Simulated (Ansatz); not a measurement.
# Cu: energy along a strain

Cu, Fm-3m, a = 3.615 Å (as given, not relaxed at this level: -4.8 GPa). Ansatz: r2SCAN, PAW, 500 eV, Γ-centred 22×22×22 mesh on 1 atom, Gaussian smearing 0.15 eV; no spin polarisation. Cell vectors (Å): 0.000 1.808 1.808; 1.808 0.000 1.808; 1.808 1.808 0.000. The cell is strained by x per cent times the pattern (1 -1 0 0 0 0) in the order xx yy zz yz xz xy (engineering shears), with fractional coordinates held. y is the free energy over the start, V0 = 11.810 Å³/atom. Symmetry makes y even in x. Points with a strain past 8.5 % were computed too (4) and aren't used here.

| x (%) | y (meV/atom) |
| --- | --- |
| -7.50 | 21.45 |
| 0.00 | 0.00 |
| 1.87 | 1.34 |
| 3.75 | 5.37 |
| 5.62 | ? |

Task: Fit y = c2 x² + c4 x⁴ to the other rows, get the stiffness along the pattern, and predict the missing energy.

Result: Least squares on the rows shown. y = 0.38216 x² − 1.4666×10⁻⁵ x⁴. The clamped-ion stiffness p·C·p = 2 × 3.822 eV × 160.2 / 11.810 Å³ = 104 GPa (second derivative at the start, which stands under stress). At x = 5.62 the fit asked for gives 12.06 meV/atom. The run gave 12.25 meV/atom, so the fit is 0.19 meV/atom too low, 0.89 % of the span of the series, against an rms of 0.002 meV/atom on the fitted rows. With a term in x⁶ added, a fit to the same known rows (none to spare) predicts 12.02 meV/atom, no real gain.